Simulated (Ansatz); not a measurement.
Ansatz (a quantum-chemistry and plane-wave program) input:

Ansatz 0.2 input:
```yaml
crystal:
  lattice:
    - [0.0, 2.2530692465, 2.2530692465]
    - [2.2530692465, 0.0, 2.2530692465]
    - [2.2530692465, 2.2530692465, 0.0]
  atoms:
    - { symbol: Be, position: [0.25, 0.25, 0.25] }
    - { symbol: Be, position: [0.75, 0.75, 0.75] }
    - { symbol: B, position: [0.0, 0.0, 0.0] }
kpoints:
  mp_grid: { grid: [33, 33, 33] }
hamiltonian:
  xc: lda
  pseudopotentials: { kind: paw }
scf:
  occupations: { method: fermi_dirac, width: 0.1 }
elastic: { mode: relaxed_ion, stencil: two_point, amplitude: 0.005, f_tol: 0.0005 }
```

Output (shortened):

```
Pseudopotential: Be, paw, valence charge 2
Pseudopotential: B, paw, valence charge 3
Functional definition: SPW92
Crystal: 3 atoms, lattice volume = 22.875 Å³
Basis set: ecut = 420 eV, 459 PW (Γ)
Bands: 8, of which v1, the nominal top of the filled ones, is band 4 counted from 1 (3 counted from 0)
Symmetry: 48 space group operations
Space group: Fm-3m (ITA 225), of the structure as read, at distance tolerance 2.8e-5 Å
k-points: 969 of 35937
SCF 1 converged in 7 iterations: F = -326.118741 eV  dr2 = 2.08e-15
Crystal: 3 atoms, lattice volume = 22.760 Å³
Symmetry: 16 space group operations
k-points: 2601 of 35937
SCF 2 converged in 7 iterations: F = -326.118193 eV  dr2 = 8.63e-16
Crystal: 3 atoms, lattice volume = 22.989 Å³
SCF 3 converged in 5 iterations: F = -326.118287 eV  dr2 = 1.83e-15
Crystal: 3 atoms, lattice volume = 22.874 Å³
Symmetry: 8 space group operations
k-points: 4913 of 35937
SCF 4 converged in 7 iterations: F = -326.118438 eV  dr2 = 6.84e-15
relax step   1: F+E_penalty+E_count = -326.11843832 eV  Δ(F+E_penalty+E_count) = +0.000e0 eV  max|allowed force component| = 1.946e-2 eV/Å  Δτ_max = 0.0000 Å  (7 SCF iters, accepted)
Crystal: 3 atoms, lattice volume = 22.874 Å³
SCF 5 converged in 6 iterations: F = -326.118460 eV  dr2 = 5.14e-14
relax step   2: F+E_penalty+E_count = -326.11846016 eV  Δ(F+E_penalty+E_count) = -2.183e-5 eV  max|allowed force component| = 1.378e-2 eV/Å  Δτ_max = 0.0007 Å  (6 SCF iters, accepted)
Crystal: 3 atoms, lattice volume = 22.874 Å³
SCF 6 converged in 7 iterations: F = -326.118482 eV  dr2 = 1.14e-15
relax step   3: F+E_penalty+E_count = -326.11848214 eV  Δ(F+E_penalty+E_count) = -2.199e-5 eV  max|allowed force component| = 8.784e-7 eV/Å  Δτ_max = 0.0016 Å  (7 SCF iters, accepted)
Crystal: 3 atoms, lattice volume = 22.874 Å³
SCF 7 converged in 2 iterations: F = -326.118482 eV  dr2 = 2.60e-16
Crystal: 3 atoms, lattice volume = 22.874 Å³
SCF 8 converged in 7 iterations: F = -326.118438 eV  dr2 = 6.63e-15
relax step   1: F+E_penalty+E_count = -326.11843831 eV  Δ(F+E_penalty+E_count) = +0.000e0 eV  max|allowed force component| = 1.946e-2 eV/Å  Δτ_max = 0.0000 Å  (7 SCF iters, accepted)
Crystal: 3 atoms, lattice volume = 22.874 Å³
SCF 9 converged in 7 iterations: F = -326.118482 eV  dr2 = 1.67e-15
relax step   2: F+E_penalty+E_count = -326.11848214 eV  Δ(F+E_penalty+E_count) = -4.382e-5 eV  max|allowed force component| = 3.720e-7 eV/Å  Δτ_max = 0.0023 Å  (7 SCF iters, accepted)
Crystal: 3 atoms, lattice volume = 22.874 Å³
SCF 10 converged in 2 iterations: F = -326.118482 eV  dr2 = 8.32e-17
SCF converged after 7 iterations
Free energy (F): -326.118741 eV
Harris-Foulkes:  -326.118741 eV  (|F-HF|=0.00e0)
Internal energy: -326.094398 eV  (E = F + TS)
E sigma→0 (E₀):  -326.106569 eV
Entropy (-TS):   -0.024343 eV (-8.114 meV/atom)
Fermi energy:    7.042309 eV
--- Per-component energies (eV) ---
  E_band       = 18.440944
  E_kinetic    = 92.233317
  E_local      = -24.215284  (includes V_loc(G=0)·N_el)
  E_nonlocal   = 22.374740
  E_hartree    = 7.458360
  E_xc         = -71.762167
  E_vxc        = -80.389118  (∫ρ·V_xc dr)
  E_paw        = -183.073598  (= ΣΔE_a)
  E_vpaw       = -6.479426  (= ΣTr[D̂ρ^β])
  E_aug_tail   = -0.000004  (compensation charges beyond the density's cutoff)
  E_ewald      = -169.216169
  E_core_change = 0.106409  (= ΣΔE_core)
  E_smearing   = -0.024343  (= −TS)
  E_closure    =  0.000000  (closes the sum)
  Σ components = -326.118741   (vs F -326.118741, Δ=0.00e0)
--- Forces (eV/Å), atoms counted from 1 ---
  atom   1  Be     0.00000000     0.00000000     0.00000000
  atom   2  Be     0.00000000     0.00000000     0.00000000
  atom   3  B      0.00000000     0.00000000     0.00000000
  max |Σ_I F_I| component: 2.31e-16 eV/Å
--- Stress (GPa, compression-positive) ---
        0.058566       0.000000       0.000000
        0.000000       0.058566       0.000000
        0.000000       0.000000       0.058566
  P = ⅓ Tr σ = 0.0586 GPa (0.586 kbar)
--- Band table (eV; the first three rows and the last of 969) ---
  k-point 0: bands = ["-4.3690", "9.9281", "9.9281", "9.9281", "11.6063", "11.6063", "11.6063", "18.5162"]
  k-point 1: bands = ["-4.3543", "9.6607", "9.8573", "9.8573", "11.6895", "11.6895", "11.8466", "18.4815"]
  k-point 2: bands = ["-4.3104", "9.0873", "9.6794", "9.6794", "11.9021", "11.9021", "12.3385", "18.3987"]
  k-point 968: bands = ["0.5020", "2.6958", "3.2038", "3.2211", "14.7702", "16.3557", "16.7061", "17.5453"]
--- Elastic constants: 2 strain directions × 2 members + reference (group order 48) ---
  dense FFT box of the reference and of every strained cell: 24×24×24
  strains applied: 11, 23; error gains: componentwise 1.00 (the most a stress slope's error grows in a printed constant), spectral 1.73 (1 for all six strains …
  C = ∂σ_k/∂η_j (tension-positive GPa; Voigt order 11 22 33 23 13 12):
       279.736     93.486     93.486      0.000      0.000      0.000
        93.486    279.736     93.486      0.000      0.000      0.000
        93.486     93.486    279.736      0.000      0.000      0.000
         0.000      0.000      0.000    143.962      0.000      0.000
         0.000      0.000      0.000      0.000    143.962      0.000
         0.000      0.000      0.000      0.000      0.000    143.962
  reference stress σ⁰ (GPa):     -0.059     -0.059     -0.059      0.000      0.000      0.000
  moduli (Voigt/Reuss/Hill, GPa): K = 155.57/155.57/155.57   G = 123.63/118.16/120.89   E = 288.06   ν = 0.191
  mechanically stable: yes (min eigenvalue of sym C = 143.96 GPa)
  strain η (Voigt 11):  stress-route row diagonal C_11 = 279.74 GPa, energy-path curvature d²(F+E_count+ΔE)/dδ²/Ω₀ = 279.72 GPa
         δ    σ_11 (GPa)             F (eV)   n_scf  n_hpsi   n_pw
    -5.000e-3      -1.4795        -326.1181929       7  382391    459   relax 0 steps, max|allowed force component| 5.55e-17 eV/Å
     5.000e-3       1.3178        -326.1182874       5  357392    462   relax 0 steps, max|allowed force component| 5.55e-17 eV/Å
  strain η (Voigt 23):  stress-route row diagonal C_44 = 143.96 GPa, energy-path curvature d²(F+E_count+ΔE)/dδ²/Ω₀ = 143.99 GPa
         δ    σ_23 (GPa)             F (eV)   n_scf  n_hpsi   n_pw
    -5.000e-3      -0.7198        -326.1184821       2  462219    460   relax 3 steps, max|allowed force component| 8.78e-7 eV/Å
     5.000e-3       0.7198        -326.1184821       2  462892    460   relax 2 steps, max|allowed force component| 3.72e-7 eV/Å
```

Cost: about 6 core-minutes (a rough figure) on shared cores.

The workflow started from an entry of the Crystallography Open Database (COD). Its standing as an ambient phase is unchecked. Symmetry was held in the LDA relaxation; phonons on a q-mesh show no instability. As this level gives no gap, shear constants depend on the k-mesh and smearing (Fermi–Dirac, 0.1 eV here).

Potentials: the later of the program's two PAW sets.

Ansatz is a plane-wave DFT program.
